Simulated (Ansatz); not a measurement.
**CaB2H12O10 — 17O nuclear quadrupole resonance**

Cell: a COD entry whose atoms were relaxed with PBE, the cell held.

Space group P2/c (No. 13); a = 8.0120, b = 6.6490, c = 8.0060 Å, β = 104.21°.

| site | Wyckoff | site symmetry | x | y | z |
| --- | --- | --- | --- | --- | --- |
| Ca | 2e | 2 | 0.0000 | 0.0296 | 0.2500 |
| B | 4g | 1 | 0.1838 | 0.7253 | 0.0674 |
| H7 | 4g | 1 | 0.6641 | 0.1678 | 0.6966 |
| H11 | 4g | 1 | 0.6470 | 0.7685 | 0.5852 |
| H15 | 4g | 1 | 0.9191 | 0.6602 | 0.9874 |
| H19 | 4g | 1 | 0.6352 | 0.6724 | 0.9256 |
| H23 | 4g | 1 | 0.6232 | 0.9070 | 0.9036 |
| H27 | 4g | 1 | 0.7850 | 0.5204 | 0.7580 |
| O31 | 4g | 1 | 0.2246 | 0.5167 | 0.1260 |
| O35 | 4g | 1 | 0.9956 | 0.7754 | 0.0331 |
| O39 | 4g | 1 | 0.2274 | 0.7481 | 0.8994 |
| O43 | 4g | 1 | 0.2689 | 0.8820 | 0.1908 |
| O47 | 4g | 1 | 0.4206 | 0.2068 | 0.0395 |

One atom of each set is listed.

The numbers come from a DFT calculation in Ansatz (PBE, plane waves and PAW, scalar-relativistic, 420 eV cutoff, Γ-centred 3×4×3 k-points, Fermi–Dirac smearing 0.02 eV).

17O: I = 5/2, Q = -25.58 mb (year-2017 value). Static lattice, zero field.

Task: Predict the zero-field 17O lines of each site.

Result: For I = 5/2 and η = 0 the lines are 3|C_Q|/20 and twice that; η pulls their ratio below 2. At large η the states mix, and weaker lines appear at sums of the main ones; lines under 5 % of the strongest are left out.

```tsv
site	atoms	V_zz (10²¹ V/m²)	C_Q (MHz)	η	line frequencies (MHz)
O31	4	11.49	-7.10	0.80	1.64, 1.94, 3.59
O35	4	10.32	-6.38	0.77	1.44, 1.75, 3.19
O39	4	10.35	-6.40	0.83	1.51, 1.74, 3.25
O43	4	11.24	-6.95	0.74	1.54, 1.92, 3.46
O47	4	-12.52	7.74	0.84	1.84, 2.10, 3.94
```

The entry's hydrogen positions were far off; the other atoms hardly move on relaxation.
